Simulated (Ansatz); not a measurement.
KBr:
```cif
data_Br4K4
_chemical_formula_sum 'K4 Br4'
_space_group_name_H-M_alt 'Fm-3m'
_space_group_IT_number 225
_space_group_name_Hall '-F 4 2 3'
_cell_length_a 6.70552
_cell_length_b 6.70552
_cell_length_c 6.70552
_cell_angle_alpha 90.000
_cell_angle_beta 90.000
_cell_angle_gamma 90.000
loop_
_atom_site_label
_atom_site_type_symbol
_atom_site_symmetry_multiplicity
_atom_site_Wyckoff_symbol
_atom_site_fract_x
_atom_site_fract_y
_atom_site_fract_z
_atom_site_occupancy
K1 K 4 a 0.00000 0.00000 0.00000 1
Br1 Br 4 b 0.50000 0.50000 0.50000 1
```
(The calculation used a cell of 2 atoms; values per cell refer to that cell.)

This is the PBE-relaxed structure.

**Question.** All from PBE (plane waves, PAW; program Ansatz), unless another level is named. Predict the band gap.

**Answer.** 4.31 eV (direct).

**Question.** Next, the hole effective mass, band 1 of 3 at the edge?

**Answer.** 4.0 along [100], 4.0 along [110], 3.2 along [111] (mₑ).

**Question.** And the electron effective mass?

**Answer.** 0.39 mₑ (isotropic).

**Question.** What about the weight of the valence-edge state by species (Voronoi cells)?

**Answer.** Br 96 %, K 4 %.

**Question.** Next, the weight of the conduction-edge state by species (Voronoi cells)?

**Answer.** K 55 %, Br 45 %.

Symmetry was held in the PBE relaxation. Spin–orbit coupling is left out wherever it is not named.

Potentials: the later of the program's two PAW sets.
